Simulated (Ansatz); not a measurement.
SiC (zinc blende), relaxed with PBE (Ansatz, a quantum-chemistry and plane-wave program, plane waves, PAW): a = 4.380 Å, b = 4.380 Å, c = 4.380 Å, α = 90.00°, β = 90.00°, γ = 90.00°.

| Item | Result |
|---|---|
| gap (eV) | 1.37 |
| ΔH_f (eV/atom) | -0.20 |
| B₀ by P(V) fit (GPa) | 212 |
| K_Hill (GPa) | 213 |
| G_Hill (GPa) | 186 |
| ε∞ | 7.01 |
| ε0 | 10.4 |
| highest Γ mode, no LO–TO term (cm⁻¹) | 775 |
| electron conductivity mass (mₑ) | 0.29 |
| Θ_D (K) | 1150 |

Problem. The same phase is relaxed and computed with r²SCAN in the same code. What are the cell and these values now?

Solution. a = 4.3563 Å, b = 4.3563 Å, c = 4.3563 Å, α = 90.00°, β = 90.00°, γ = 90.00°.

gap (eV): 1.71
ΔH_f (eV/atom): -0.30
B₀ by P(V) fit (GPa): 227
K_Hill (GPa): 227
G_Hill (GPa): 203
ε∞: 6.52
ε0: 9.80
highest Γ mode, no LO–TO term (cm⁻¹): 799
electron conductivity mass (mₑ): 0.29
Θ_D (K): 1190

All cells were relaxed under the symmetry of their starts (and spin orders); stability against distortions was not tested throughout.

Potentials: the later of the program's two PAW sets.

Ansatz is a plane-wave DFT program.

Formation energies count from the lowest solids of the elements computed at the same level, not from gases.
